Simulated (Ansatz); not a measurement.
**BiPd: eigenvalues along the path**

```
CELL_PARAMETERS angstrom
4.23000 0.00000 0.00000
-2.11500 3.66329 0.00000
0.00000 0.00000 5.69000
ATOMIC_POSITIONS crystal
Bi 0.33333 0.66667 0.25000
Bi 0.66667 0.33333 0.75000
Pd 0.00000 0.00000 0.00000
Pd 0.00000 0.00000 0.50000
```

Atom numbers follow the list: Bi1, Bi2, Pd3, Pd4.

The cell is COD entry 9004224, as deposited and not checked against the literature; nothing was relaxed.

Spin polarisation is left out, and whether a magnetic state lies lower isn't shown here.

No spin–orbit coupling, which matters for the heavy atoms here.

Theory: DFT, PBEsol, all-electron LAPW, scalar-relativistic in Ansatz 0.2.0.

The runs use a Γ-centred 9×9×6 k mesh, Fermi–Dirac smearing of 0.03 eV, basis error target 0.5 meV/atom, no spin polarisation.

Path points, in fractions of the reciprocal vectors: Γ (0.000, 0.000, 0.000), M (0.500, 0.000, 0.000), K (0.333, 0.333, 0.000), A (0.000, 0.000, 0.500), L (0.500, 0.000, 0.500), H (0.333, 0.333, 0.500). Levels in eV from the Fermi level; bands 51 to 76, counted from the lowest band of the run. The gap is zero.

```
# k(1/Å) point b51 b52 b53 b54 b55 b56 b57 b58 b59 b60 b61 b62 b63 b64 b65 b66 b67 b68 b69 b70 b71 b72 b73 b74 b75 b76
0.000 Γ -12.86 -10.19 -5.63 -4.72 -4.72 -4.29 -3.43 -3.43 -2.90 -2.90 -2.06 -2.06 0.04 0.89 0.89 2.92 3.08 3.18 3.18 3.67 6.29 6.29 8.14 8.27 8.27 8.71
0.061 - -12.84 -10.20 -5.61 -4.71 -4.70 -4.29 -3.45 -3.44 -2.91 -2.89 -2.06 -2.06 0.03 0.72 0.85 2.64 3.08 3.19 3.48 3.84 6.23 6.34 8.08 8.12 8.21 8.83
0.123 - -12.81 -10.22 -5.56 -4.70 -4.66 -4.30 -3.48 -3.45 -2.94 -2.89 -2.06 -2.05 0.01 0.31 0.73 2.30 3.09 3.24 3.80 4.33 6.12 6.50 7.76 7.92 8.06 9.15
0.184 - -12.75 -10.24 -5.47 -4.68 -4.59 -4.31 -3.53 -3.47 -3.00 -2.87 -2.07 -2.05 -0.18 -0.02 0.54 1.96 3.09 3.30 4.06 4.94 6.06 6.74 7.34 7.71 7.86 9.59
0.245 - -12.66 -10.28 -5.35 -4.65 -4.50 -4.33 -3.60 -3.49 -3.07 -2.85 -2.08 -2.05 -0.69 -0.07 0.31 1.61 3.06 3.39 4.26 5.43 6.26 6.92 7.06 7.50 7.62 10.11
0.306 - -12.56 -10.32 -5.20 -4.62 -4.41 -4.36 -3.70 -3.50 -3.15 -2.83 -2.09 -2.05 -1.15 -0.14 0.05 1.26 2.99 3.49 4.36 5.68 6.56 6.77 7.38 7.42 7.44 10.28
0.368 - -12.43 -10.37 -5.03 -4.59 -4.46 -4.25 -3.80 -3.50 -3.23 -2.80 -2.10 -2.05 -1.55 -0.23 -0.23 0.90 2.86 3.59 4.36 5.82 6.29 7.04 7.14 7.86 7.87 10.41
0.429 - -12.29 -10.43 -4.83 -4.59 -4.57 -4.14 -3.85 -3.49 -3.30 -2.78 -2.12 -2.04 -1.86 -0.52 -0.34 0.54 2.69 3.70 4.33 5.81 6.12 6.91 7.27 8.31 8.64 10.58
0.490 - -12.13 -10.50 -4.79 -4.62 -4.55 -4.10 -3.78 -3.45 -3.35 -2.75 -2.13 -2.10 -2.04 -0.81 -0.50 0.18 2.47 3.81 4.29 5.66 6.03 6.70 7.68 8.79 9.45 10.79
0.551 - -11.96 -10.57 -5.03 -4.54 -4.42 -4.11 -3.62 -3.38 -3.36 -2.72 -2.27 -2.14 -2.04 -1.09 -0.69 -0.17 2.26 3.90 4.27 5.46 6.00 6.52 8.21 9.28 10.24 11.04
0.613 - -11.78 -10.65 -5.28 -4.54 -4.25 -4.13 -3.43 -3.31 -3.29 -2.70 -2.39 -2.14 -2.03 -1.36 -0.93 -0.49 2.06 3.99 4.27 5.25 6.00 6.36 8.80 9.76 10.97 11.33
0.674 - -11.61 -10.73 -5.51 -4.55 -4.15 -4.14 -3.22 -3.18 -3.15 -2.68 -2.48 -2.15 -2.03 -1.61 -1.21 -0.79 1.90 4.06 4.29 5.05 6.01 6.24 9.42 10.23 11.54 11.65
0.735 - -11.44 -10.83 -5.69 -4.55 -4.14 -4.10 -3.07 -3.03 -2.91 -2.66 -2.55 -2.15 -2.03 -1.83 -1.52 -1.04 1.79 4.11 4.34 4.87 6.03 6.14 10.05 10.66 11.87 12.01
0.796 - -11.29 -10.93 -5.80 -4.56 -4.15 -4.08 -2.97 -2.85 -2.66 -2.64 -2.61 -2.16 -2.02 -1.98 -1.83 -1.22 1.72 4.14 4.40 4.73 6.04 6.09 10.61 10.97 11.95 12.39
0.858 M -11.22 -10.99 -5.84 -4.56 -4.15 -4.08 -2.93 -2.75 -2.68 -2.65 -2.46 -2.16 -2.04 -2.02 -2.02 -1.28 1.70 4.15 4.44 4.66 6.05 6.07 10.89 11.10 11.90 12.66
0.893 - -11.22 -10.99 -5.84 -4.56 -4.15 -4.08 -2.93 -2.76 -2.71 -2.66 -2.39 -2.16 -2.08 -2.02 -2.02 -1.23 1.69 3.95 4.46 4.88 5.71 6.43 10.87 11.01 11.96 12.66
0.928 - -11.21 -10.99 -5.83 -4.58 -4.16 -4.07 -2.93 -2.82 -2.81 -2.62 -2.27 -2.17 -2.16 -2.02 -2.02 -1.11 1.66 3.60 4.52 5.24 5.37 6.81 10.81 10.81 12.08 12.67
0.964 - -11.21 -10.98 -5.82 -4.60 -4.18 -4.05 -2.94 -2.92 -2.88 -2.55 -2.26 -2.15 -2.14 -2.02 -2.02 -0.96 1.61 3.24 4.63 5.06 5.64 7.21 10.55 10.71 12.18 12.68
0.999 - -11.20 -10.97 -5.81 -4.63 -4.21 -4.03 -3.02 -2.99 -2.94 -2.46 -2.34 -2.15 -2.04 -2.01 -1.97 -0.81 1.54 2.89 4.77 4.78 6.04 7.61 10.28 10.59 12.21 12.70
1.034 - -11.18 -10.96 -5.79 -4.66 -4.25 -4.01 -3.12 -3.11 -2.93 -2.40 -2.36 -2.15 -2.04 -2.01 -1.83 -0.65 1.45 2.54 4.52 4.95 6.45 8.02 10.01 10.43 12.18 12.52
1.070 - -11.17 -10.95 -5.77 -4.70 -4.31 -3.97 -3.23 -3.21 -2.92 -2.44 -2.25 -2.14 -2.04 -2.01 -1.67 -0.51 1.33 2.20 4.30 5.17 6.86 8.44 9.73 10.25 12.10 12.31
1.105 - -11.15 -10.94 -5.75 -4.73 -4.38 -3.94 -3.34 -3.29 -2.91 -2.48 -2.14 -2.12 -2.05 -2.00 -1.50 -0.37 1.18 1.88 4.11 5.42 7.27 8.86 9.46 10.05 11.99 12.10
1.141 - -11.13 -10.94 -5.73 -4.76 -4.46 -3.90 -3.42 -3.37 -2.90 -2.52 -2.13 -2.05 -2.00 -1.99 -1.33 -0.25 1.01 1.57 3.96 5.70 7.67 9.20 9.29 9.84 11.87 11.88
1.176 - -11.11 -10.93 -5.71 -4.79 -4.54 -3.86 -3.49 -3.44 -2.87 -2.55 -2.13 -2.06 -1.99 -1.87 -1.16 -0.14 0.83 1.27 3.83 6.01 8.06 8.95 9.63 9.71 11.66 11.73
1.211 - -11.09 -10.93 -5.69 -4.81 -4.63 -3.82 -3.53 -3.50 -2.85 -2.58 -2.12 -2.07 -1.98 -1.74 -0.98 -0.04 0.62 1.00 3.74 6.35 8.43 8.72 9.42 10.14 11.46 11.60
1.247 - -11.07 -10.93 -5.67 -4.83 -4.71 -3.77 -3.57 -3.55 -2.82 -2.62 -2.11 -2.07 -1.97 -1.62 -0.79 0.05 0.41 0.76 3.67 6.69 8.50 8.71 9.27 10.56 11.26 11.46
1.282 - -11.04 -10.94 -5.67 -4.83 -4.77 -3.73 -3.60 -3.58 -2.79 -2.65 -2.11 -2.08 -1.96 -1.52 -0.61 0.13 0.20 0.54 3.63 7.02 8.33 8.74 9.31 10.97 11.11 11.33
1.317 - -11.01 -10.96 -5.66 -4.83 -4.81 -3.70 -3.63 -3.59 -2.76 -2.69 -2.10 -2.09 -1.96 -1.45 -0.41 -0.02 0.20 0.38 3.60 7.29 8.25 8.57 9.46 11.04 11.21 11.36
1.353 K -10.98 -10.98 -5.66 -4.83 -4.83 -3.67 -3.67 -3.60 -2.73 -2.73 -2.09 -2.09 -1.95 -1.43 -0.22 -0.22 0.28 0.28 3.59 7.39 8.36 8.36 9.53 11.09 11.09 11.69
1.423 - -11.06 -10.92 -5.65 -4.82 -4.79 -3.71 -3.63 -3.59 -2.79 -2.66 -2.11 -2.08 -1.97 -1.52 -0.57 0.18 0.27 0.42 3.62 7.19 7.91 9.02 9.32 10.89 11.13 11.49
1.494 - -11.18 -10.85 -5.60 -4.77 -4.73 -3.72 -3.64 -3.57 -2.85 -2.62 -2.12 -2.07 -2.05 -1.73 -0.78 0.45 0.56 0.58 3.71 6.89 7.49 8.92 9.70 10.54 10.86 11.65
1.565 - -11.34 -10.78 -5.49 -4.70 -4.64 -3.71 -3.71 -3.55 -2.87 -2.68 -2.21 -2.12 -2.06 -1.85 -0.84 0.72 0.73 0.98 3.85 6.60 7.10 8.47 9.94 9.96 11.28 11.48
1.636 - -11.52 -10.71 -5.33 -4.64 -4.52 -3.86 -3.67 -3.55 -2.89 -2.84 -2.38 -2.13 -2.05 -1.81 -0.79 0.90 1.03 1.38 4.04 6.34 6.75 8.03 9.41 9.79 11.34 11.86
1.706 - -11.72 -10.64 -5.13 -4.58 -4.40 -4.07 -3.61 -3.56 -3.16 -2.74 -2.52 -2.13 -2.05 -1.64 -0.68 1.12 1.31 1.77 4.29 6.13 6.45 7.63 8.91 9.48 11.23 11.23
1.777 - -11.92 -10.56 -4.92 -4.55 -4.32 -4.27 -3.59 -3.53 -3.43 -2.62 -2.56 -2.12 -2.05 -1.40 -0.54 1.37 1.55 2.13 4.61 5.95 6.19 7.29 8.47 9.05 10.47 11.15
1.848 - -12.11 -10.49 -4.73 -4.59 -4.52 -4.17 -3.65 -3.60 -3.43 -2.70 -2.29 -2.12 -2.05 -1.11 -0.41 1.65 1.73 2.45 4.99 5.82 5.94 7.07 8.11 8.47 9.68 11.09
1.919 - -12.30 -10.42 -4.84 -4.63 -4.48 -4.17 -3.76 -3.59 -3.33 -2.75 -2.11 -2.05 -1.94 -0.77 -0.29 1.86 1.96 2.72 5.43 5.65 5.73 7.01 7.76 7.86 8.91 10.89
1.989 - -12.46 -10.36 -5.07 -4.62 -4.41 -4.28 -3.72 -3.56 -3.22 -2.80 -2.10 -2.05 -1.49 -0.40 -0.19 1.94 2.28 2.91 5.32 5.68 5.93 6.98 7.08 7.74 8.19 10.62
2.060 - -12.60 -10.30 -5.26 -4.64 -4.43 -4.35 -3.63 -3.52 -3.12 -2.83 -2.09 -2.05 -0.98 -0.11 -0.02 2.01 2.59 3.03 4.95 5.63 6.23 6.48 7.19 7.63 7.74 10.36
2.131 - -12.71 -10.26 -5.42 -4.67 -4.55 -4.32 -3.55 -3.49 -3.03 -2.86 -2.08 -2.05 -0.41 -0.04 0.35 2.11 2.86 3.08 4.53 5.17 5.95 6.93 7.06 7.62 7.85 9.80
2.202 - -12.79 -10.22 -5.53 -4.69 -4.64 -4.30 -3.49 -3.46 -2.96 -2.88 -2.07 -2.05 0.00 0.17 0.65 2.29 3.07 3.09 4.06 4.46 6.06 6.58 7.61 7.86 8.03 9.27
2.272 - -12.84 -10.20 -5.60 -4.71 -4.70 -4.29 -3.45 -3.44 -2.91 -2.89 -2.06 -2.06 0.03 0.67 0.83 2.60 3.08 3.17 3.56 3.89 6.21 6.36 8.06 8.07 8.20 8.87
2.343 Γ -12.86 -10.19 -5.63 -4.72 -4.72 -4.29 -3.43 -3.43 -2.90 -2.90 -2.06 -2.06 0.04 0.89 0.89 2.92 3.08 3.18 3.18 3.67 6.29 6.29 8.14 8.27 8.27 8.71
2.382 - -12.85 -10.21 -5.61 -4.71 -4.71 -4.29 -3.43 -3.43 -2.90 -2.90 -2.07 -2.07 0.02 0.91 0.91 2.93 2.94 3.18 3.18 3.81 6.29 6.29 8.11 8.24 8.24 8.72
2.422 - -12.84 -10.26 -5.54 -4.70 -4.70 -4.27 -3.42 -3.42 -2.92 -2.92 -2.09 -2.09 -0.03 0.95 0.95 2.65 2.99 3.17 3.17 4.06 6.29 6.29 8.06 8.18 8.18 8.75
2.461 - -12.81 -10.33 -5.44 -4.68 -4.68 -4.24 -3.41 -3.41 -2.96 -2.96 -2.13 -2.13 -0.11 1.02 1.02 2.33 3.08 3.15 3.15 4.32 6.28 6.28 7.96 8.09 8.09 8.78
2.501 - -12.77 -10.43 -5.30 -4.65 -4.65 -4.19 -3.39 -3.39 -3.01 -3.01 -2.19 -2.19 -0.22 1.10 1.10 2.00 3.13 3.13 3.20 4.57 6.28 6.28 7.85 7.96 7.96 8.74
2.540 - -12.72 -10.55 -5.14 -4.61 -4.61 -4.14 -3.36 -3.36 -3.07 -3.07 -2.25 -2.25 -0.34 1.21 1.21 1.66 3.10 3.10 3.34 4.81 6.29 6.29 7.73 7.82 7.82 8.57
2.580 - -12.66 -10.68 -4.95 -4.56 -4.56 -4.08 -3.33 -3.33 -3.14 -3.14 -2.32 -2.32 -0.47 1.32 1.33 1.33 3.06 3.06 3.50 5.02 6.29 6.29 7.59 7.67 7.67 8.30
2.619 - -12.60 -10.82 -4.75 -4.50 -4.50 -4.01 -3.29 -3.29 -3.22 -3.22 -2.39 -2.39 -0.60 0.99 1.46 1.46 3.01 3.01 3.68 5.20 6.30 6.30 7.46 7.52 7.52 7.99
2.658 - -12.52 -10.97 -4.54 -4.44 -4.44 -3.94 -3.31 -3.31 -3.25 -3.25 -2.47 -2.47 -0.73 0.67 1.60 1.60 2.95 2.95 3.87 5.36 6.32 6.32 7.33 7.36 7.36 7.67
2.698 - -12.43 -11.12 -4.37 -4.37 -4.33 -3.86 -3.41 -3.41 -3.20 -3.20 -2.54 -2.54 -0.84 0.35 1.74 1.74 2.89 2.89 4.07 5.48 6.34 6.34 7.20 7.22 7.22 7.36
2.737 - -12.33 -11.27 -4.29 -4.29 -4.14 -3.79 -3.51 -3.51 -3.15 -3.15 -2.62 -2.62 -0.93 0.05 1.88 1.88 2.81 2.81 4.29 5.56 6.38 6.38 7.07 7.07 7.08 7.09
2.777 - -12.22 -11.43 -4.21 -4.21 -3.96 -3.73 -3.61 -3.61 -3.09 -3.09 -2.69 -2.69 -0.98 -0.23 2.02 2.02 2.73 2.73 4.52 5.58 6.42 6.42 6.88 6.94 6.94 6.97
2.816 - -12.11 -11.57 -4.12 -4.12 -3.82 -3.72 -3.72 -3.68 -3.03 -3.03 -2.76 -2.76 -0.99 -0.47 2.16 2.16 2.63 2.63 4.75 5.53 6.47 6.47 6.75 6.82 6.82 6.87
2.856 - -11.99 -11.72 -4.02 -4.02 -3.82 -3.82 -3.72 -3.65 -2.97 -2.97 -2.83 -2.83 -0.95 -0.68 2.29 2.29 2.53 2.53 4.98 5.39 6.54 6.54 6.70 6.72 6.72 6.79
2.895 A -11.85 -11.85 -3.92 -3.92 -3.92 -3.92 -3.67 -3.67 -2.90 -2.90 -2.90 -2.90 -0.84 -0.84 2.41 2.41 2.41 2.41 5.20 5.20 6.62 6.62 6.62 6.62 6.72 6.72
2.956 - -11.85 -11.85 -3.98 -3.98 -3.92 -3.92 -3.63 -3.63 -2.90 -2.90 -2.90 -2.90 -0.82 -0.82 2.32 2.32 2.38 2.38 5.28 5.28 6.26 6.26 6.67 6.67 7.16 7.16
3.018 - -11.82 -11.82 -4.09 -4.09 -3.92 -3.92 -3.57 -3.57 -2.91 -2.91 -2.90 -2.90 -0.78 -0.78 2.07 2.07 2.29 2.29 5.44 5.44 5.99 5.99 6.82 6.82 7.71 7.71
3.079 - -11.78 -11.78 -4.23 -4.23 -3.91 -3.91 -3.51 -3.51 -2.91 -2.91 -2.89 -2.89 -0.72 -0.72 1.75 1.75 2.15 2.15 5.39 5.39 6.09 6.09 7.06 7.06 8.28 8.28
3.140 - -11.72 -11.72 -4.39 -4.39 -3.91 -3.91 -3.47 -3.47 -2.92 -2.92 -2.89 -2.89 -0.67 -0.67 1.43 1.43 1.99 1.99 5.19 5.19 6.46 6.46 7.36 7.36 8.84 8.84
3.201 - -11.65 -11.65 -4.54 -4.54 -3.90 -3.90 -3.43 -3.43 -2.93 -2.93 -2.87 -2.87 -0.68 -0.68 1.17 1.17 1.80 1.80 5.00 5.00 6.91 6.91 7.71 7.71 9.26 9.26
3.263 - -11.57 -11.57 -4.70 -4.70 -3.90 -3.90 -3.40 -3.40 -2.94 -2.94 -2.86 -2.86 -0.79 -0.79 1.03 1.03 1.61 1.61 4.85 4.85 7.38 7.38 8.11 8.11 9.39 9.39
3.324 - -11.48 -11.48 -4.84 -4.84 -3.89 -3.89 -3.38 -3.38 -2.95 -2.95 -2.84 -2.84 -0.99 -0.99 1.01 1.01 1.43 1.43 4.74 4.74 7.85 7.85 8.53 8.53 9.29 9.29
3.385 - -11.39 -11.39 -4.98 -4.98 -3.89 -3.89 -3.38 -3.38 -2.95 -2.95 -2.82 -2.82 -1.26 -1.26 1.07 1.07 1.25 1.25 4.67 4.67 8.20 8.20 8.96 8.96 9.22 9.22
3.446 - -11.30 -11.30 -5.09 -5.09 -3.89 -3.89 -3.38 -3.38 -2.94 -2.94 -2.80 -2.80 -1.54 -1.54 1.09 1.09 1.18 1.18 4.63 4.63 8.22 8.22 9.39 9.39 9.48 9.48
3.508 - -11.21 -11.21 -5.20 -5.20 -3.89 -3.89 -3.39 -3.39 -2.92 -2.92 -2.77 -2.77 -1.81 -1.81 0.96 0.96 1.29 1.29 4.63 4.63 8.03 8.03 9.80 9.80 9.97 9.97
3.569 - -11.14 -11.14 -5.28 -5.28 -3.89 -3.89 -3.40 -3.40 -2.89 -2.89 -2.75 -2.75 -2.04 -2.04 0.84 0.84 1.39 1.39 4.65 4.65 7.81 7.81 10.15 10.15 10.52 10.52
3.630 - -11.08 -11.08 -5.33 -5.33 -3.89 -3.89 -3.42 -3.42 -2.85 -2.85 -2.73 -2.73 -2.24 -2.24 0.76 0.76 1.47 1.47 4.68 4.68 7.62 7.62 10.41 10.41 11.03 11.03
3.691 - -11.05 -11.05 -5.37 -5.37 -3.89 -3.89 -3.43 -3.43 -2.80 -2.80 -2.72 -2.72 -2.37 -2.37 0.71 0.71 1.52 1.52 4.71 4.71 7.49 7.49 10.57 10.57 11.34 11.34
3.753 L -11.04 -11.04 -5.38 -5.38 -3.89 -3.89 -3.43 -3.43 -2.77 -2.77 -2.72 -2.72 -2.43 -2.43 0.69 0.69 1.53 1.53 4.72 4.72 7.44 7.44 10.62 10.62 11.42 11.42
3.788 - -11.03 -11.03 -5.38 -5.38 -3.90 -3.90 -3.43 -3.43 -2.78 -2.78 -2.71 -2.71 -2.42 -2.42 0.59 0.59 1.64 1.64 4.73 4.73 7.45 7.45 10.50 10.50 11.48 11.48
3.823 - -11.03 -11.03 -5.37 -5.37 -3.90 -3.90 -3.44 -3.44 -2.80 -2.80 -2.69 -2.69 -2.42 -2.42 0.37 0.37 1.88 1.88 4.76 4.76 7.46 7.46 10.26 10.26 11.48 11.48
3.859 - -11.03 -11.03 -5.34 -5.34 -3.92 -3.92 -3.44 -3.44 -2.82 -2.82 -2.67 -2.67 -2.42 -2.42 0.11 0.11 2.16 2.16 4.81 4.81 7.48 7.48 9.97 9.97 11.33 11.33
3.894 - -11.02 -11.02 -5.32 -5.32 -3.93 -3.93 -3.45 -3.45 -2.83 -2.83 -2.66 -2.66 -2.41 -2.41 -0.15 -0.15 2.45 2.45 4.88 4.88 7.50 7.50 9.68 9.68 11.12 11.12
3.930 - -11.01 -11.01 -5.28 -5.28 -3.95 -3.95 -3.47 -3.47 -2.85 -2.85 -2.65 -2.65 -2.39 -2.39 -0.39 -0.39 2.73 2.73 4.98 4.98 7.53 7.53 9.40 9.40 10.88 10.88
3.965 - -11.00 -11.00 -5.24 -5.24 -3.97 -3.97 -3.48 -3.48 -2.86 -2.86 -2.65 -2.65 -2.36 -2.36 -0.63 -0.63 3.00 3.00 5.10 5.10 7.55 7.55 9.13 9.13 10.63 10.63
4.000 - -10.99 -10.99 -5.19 -5.19 -4.00 -4.00 -3.51 -3.51 -2.87 -2.87 -2.66 -2.66 -2.33 -2.33 -0.84 -0.84 3.24 3.24 5.25 5.25 7.57 7.57 8.90 8.90 10.39 10.39
4.036 - -10.98 -10.98 -5.14 -5.14 -4.02 -4.02 -3.53 -3.53 -2.88 -2.88 -2.68 -2.68 -2.29 -2.29 -1.03 -1.03 3.46 3.46 5.42 5.42 7.57 7.57 8.72 8.72 10.15 10.15
4.071 - -10.97 -10.97 -5.08 -5.08 -4.04 -4.04 -3.57 -3.57 -2.88 -2.88 -2.70 -2.70 -2.25 -2.25 -1.19 -1.19 3.64 3.64 5.60 5.60 7.52 7.52 8.62 8.62 9.93 9.93
4.106 - -10.96 -10.96 -5.03 -5.03 -4.06 -4.06 -3.60 -3.60 -2.88 -2.88 -2.73 -2.73 -2.21 -2.21 -1.33 -1.33 3.78 3.78 5.79 5.79 7.44 7.44 8.61 8.61 9.71 9.71
4.142 - -10.95 -10.95 -4.98 -4.98 -4.08 -4.08 -3.64 -3.64 -2.88 -2.88 -2.76 -2.76 -2.18 -2.18 -1.43 -1.43 3.90 3.90 5.96 5.96 7.34 7.34 8.67 8.67 9.51 9.51
4.177 - -10.95 -10.95 -4.95 -4.95 -4.09 -4.09 -3.67 -3.67 -2.87 -2.87 -2.78 -2.78 -2.15 -2.15 -1.51 -1.51 3.98 3.98 6.10 6.10 7.25 7.25 8.78 8.78 9.33 9.33
4.212 - -10.94 -10.94 -4.92 -4.92 -4.10 -4.10 -3.69 -3.69 -2.86 -2.86 -2.81 -2.81 -2.13 -2.13 -1.56 -1.56 4.03 4.03 6.18 6.18 7.19 7.19 8.92 8.92 9.18 9.18
4.248 H -10.94 -10.94 -4.91 -4.91 -4.10 -4.10 -3.70 -3.70 -2.85 -2.85 -2.83 -2.83 -2.12 -2.12 -1.57 -1.57 4.05 4.05 6.20 6.20 7.17 7.17 9.03 9.03 9.07 9.07
4.319 - -10.95 -10.95 -4.94 -4.94 -4.09 -4.09 -3.66 -3.66 -2.88 -2.88 -2.78 -2.78 -2.14 -2.14 -1.52 -1.52 3.98 3.98 6.16 6.16 7.19 7.19 8.92 8.92 9.12 9.12
4.389 - -10.97 -10.97 -5.00 -5.00 -4.09 -4.09 -3.58 -3.58 -2.91 -2.91 -2.70 -2.70 -2.14 -2.14 -1.41 -1.41 3.78 3.78 6.11 6.11 7.15 7.15 8.96 8.96 8.97 8.97
4.460 - -11.02 -11.02 -5.06 -5.06 -4.07 -4.07 -3.49 -3.49 -2.93 -2.93 -2.65 -2.65 -2.05 -2.05 -1.26 -1.26 3.48 3.48 6.08 6.08 7.07 7.07 8.76 8.76 9.16 9.16
4.531 - -11.09 -11.09 -5.09 -5.09 -4.05 -4.05 -3.43 -3.43 -2.95 -2.95 -2.66 -2.66 -1.84 -1.84 -1.07 -1.07 3.14 3.14 6.01 6.01 6.99 6.99 8.60 8.60 9.45 9.45
4.601 - -11.17 -11.17 -5.08 -5.08 -4.02 -4.02 -3.38 -3.38 -2.96 -2.96 -2.70 -2.70 -1.55 -1.55 -0.85 -0.85 2.80 2.80 5.89 5.89 6.91 6.91 8.52 8.52 9.78 9.78
4.672 - -11.27 -11.27 -5.03 -5.03 -3.99 -3.99 -3.36 -3.36 -2.96 -2.96 -2.75 -2.75 -1.25 -1.25 -0.57 -0.57 2.47 2.47 5.75 5.75 6.80 6.80 8.54 8.54 10.15 10.15
4.743 - -11.38 -11.38 -4.93 -4.93 -3.96 -3.96 -3.36 -3.36 -2.95 -2.95 -2.80 -2.80 -0.98 -0.98 -0.22 -0.22 2.20 2.20 5.61 5.61 6.66 6.66 8.59 8.59 10.49 10.49
4.814 - -11.48 -11.48 -4.80 -4.80 -3.94 -3.94 -3.37 -3.37 -2.95 -2.95 -2.84 -2.84 -0.78 -0.78 0.20 0.20 2.01 2.01 5.51 5.51 6.48 6.48 8.55 8.55 10.41 10.41
4.884 - -11.59 -11.59 -4.65 -4.65 -3.92 -3.92 -3.40 -3.40 -2.94 -2.94 -2.86 -2.86 -0.66 -0.66 0.65 0.65 1.93 1.93 5.45 5.45 6.29 6.29 8.28 8.28 9.84 9.84
4.955 - -11.68 -11.68 -4.48 -4.48 -3.92 -3.92 -3.44 -3.44 -2.93 -2.93 -2.88 -2.88 -0.64 -0.64 1.11 1.11 1.97 1.97 5.46 5.46 6.09 6.09 7.80 7.80 9.22 9.22
5.026 - -11.75 -11.75 -4.30 -4.30 -3.92 -3.92 -3.49 -3.49 -2.92 -2.92 -2.89 -2.89 -0.69 -0.69 1.56 1.56 2.10 2.10 5.55 5.55 5.89 5.89 7.31 7.31 8.55 8.55
5.097 - -11.81 -11.81 -4.13 -4.13 -3.92 -3.92 -3.55 -3.55 -2.91 -2.91 -2.90 -2.90 -0.76 -0.76 1.97 1.97 2.25 2.25 5.52 5.52 5.88 5.88 6.92 6.92 7.88 7.88
5.167 - -11.84 -11.84 -3.99 -3.99 -3.92 -3.92 -3.62 -3.62 -2.90 -2.90 -2.90 -2.90 -0.82 -0.82 2.29 2.29 2.37 2.37 5.30 5.30 6.20 6.20 6.69 6.69 7.24 7.24
5.238 A -11.85 -11.85 -3.92 -3.92 -3.92 -3.92 -3.67 -3.67 -2.90 -2.90 -2.90 -2.90 -0.84 -0.84 2.41 2.41 2.41 2.41 5.20 5.20 6.62 6.62 6.62 6.62 6.72 6.72
```
